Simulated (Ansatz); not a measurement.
ZrSiO:
```
ZrSiO
1.0
    3.27839     0.00000     0.00000
    0.00000     3.27839     0.00000
    0.00000     0.00000     7.25593
Zr Si O
2 2 2
Cartesian
  0.00000   1.63919   5.00508
  1.63919   0.00000   2.25085
  1.63919   1.63919   0.00000
  0.00000   0.00000   0.00000
  0.00000   1.63919   2.82108
  1.63919   0.00000   4.43485
```

Relaxed with PBEsol. Special points in fractions of this cell's reciprocal vectors: Γ (0.000, 0.000, 0.000); X (0.000, 0.500, 0.000); M (0.500, 0.500, 0.000); Z (0.000, 0.000, 0.500); R (0.000, 0.500, 0.500); A (0.500, 0.500, 0.500).

List the band energies nearest the Fermi level at these points for plane-wave PAW PBEsol (Ansatz code).

In eV from the Fermi level; about four levels below and three above (degenerate sets whole), none deeper than 8.9 eV; points with the same levels are listed once.

```csv
k,below,above
Γ,-2.65 -2.65 -2.32 -0.12,0.83 1.22 1.22
X,-2.28 -2.28 -0.31 -0.31,0.18 0.18 2.50 2.50
M,-4.85 -4.85 -2.54 -2.54,1.77 1.77 1.82 1.82
Z,-2.97 -2.75 -2.65 -2.65,0.67 0.86 1.10 1.10
R,-3.21 -3.21 -0.07 -0.07,0.57 0.57 2.20 2.20
A,-4.82 -4.82 -2.65 -2.65,0.59 0.59 2.28 2.28
```

Space group P4/nmm. The first step of the workflow began from a Materials Project structure, measured or hypothetical; the Crystallography Open Database copy checked does not list it. Its standing as an ambient phase is unchecked. Symmetry was held in the PBEsol relaxation; its stability against distortions is not shown here. The run is not spin-polarised. Scalar-relativistic: spin–orbit coupling is off unless named, which matters more the heavier the elements.

Potentials: the later of the program's two PAW sets.
